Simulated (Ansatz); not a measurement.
TiNF:
```cif
data_F2N2Ti2
_chemical_formula_sum 'Ti2 N2 F2'
_space_group_name_H-M_alt 'Pmmn :1'
_space_group_IT_number 59
_space_group_name_Hall 'P 2 2ab -1ab'
_cell_length_a 3.04903
_cell_length_b 3.92434
_cell_length_c 5.75011
_cell_angle_alpha 90.000
_cell_angle_beta 90.000
_cell_angle_gamma 90.000
loop_
_space_group_symop_operation_xyz
  'x, y, z'
  '-x, -y, z'
  'x+1/2, -y+1/2, -z'
  '-x+1/2, y+1/2, -z'
  '-x+1/2, -y+1/2, -z'
  'x+1/2, y+1/2, -z'
  '-x, y, z'
  'x, -y, z'
loop_
_atom_site_label
_atom_site_type_symbol
_atom_site_symmetry_multiplicity
_atom_site_Wyckoff_symbol
_atom_site_fract_x
_atom_site_fract_y
_atom_site_fract_z
_atom_site_occupancy
Ti1 Ti 2 b 0.00000 0.50000 0.14191 1
N1 N 2 a 0.00000 0.00000 0.08077 1
F1 F 2 a 0.00000 0.00000 0.62717 1
```

Relaxed with r²SCAN+D4.

**Question.** Give the optical modes at the zone centre with their infrared activity from DFPT, r²SCAN+D4 (plane waves, PAW; program Ansatz).

**Answer.** Transverse frequencies, without the LO–TO term; a row sums one degenerate level.

```csv
ω (cm⁻¹),degeneracy,IR ((D/Å)²/amu),activity,symmetry
98,1,122.48,IR,B3u
157,1,0.00,IR-inactive,B2g
167,1,13.33,IR,B2u
189,1,0.00,IR-inactive,B3g
212,1,0.00,IR-inactive,B3g
257,1,0.00,IR-inactive,Ag
273,1,0.00,IR-inactive,B2g
341,1,11.64,IR,B3u
398,1,154.29,IR,B2u
444,1,10.22,IR,B1u
488,1,0.00,IR-inactive,Ag
560,1,0.00,IR-inactive,Ag
586,1,0.00,IR-inactive,B2g
639,1,4.82,IR,B1u
669,1,0.00,IR-inactive,B3g
```

**Question.** How high does the top mode go among those that the LO–TO term moves?

**Answer.** 707 cm⁻¹ for q along x, 786 cm⁻¹ for q along y, 694 cm⁻¹ for q along z.

The workflow started from a Materials Project entry (that database holds measured and hypothetical structures alike); the Crystallography Open Database copy checked does not list it. Whether it is the stable phase at ambient conditions was not checked. The r²SCAN+D4 relaxation kept the symmetry of its start; its stability against distortions is not shown here. The run is not spin-polarised.

Potentials: the later of the program's two PAW sets.
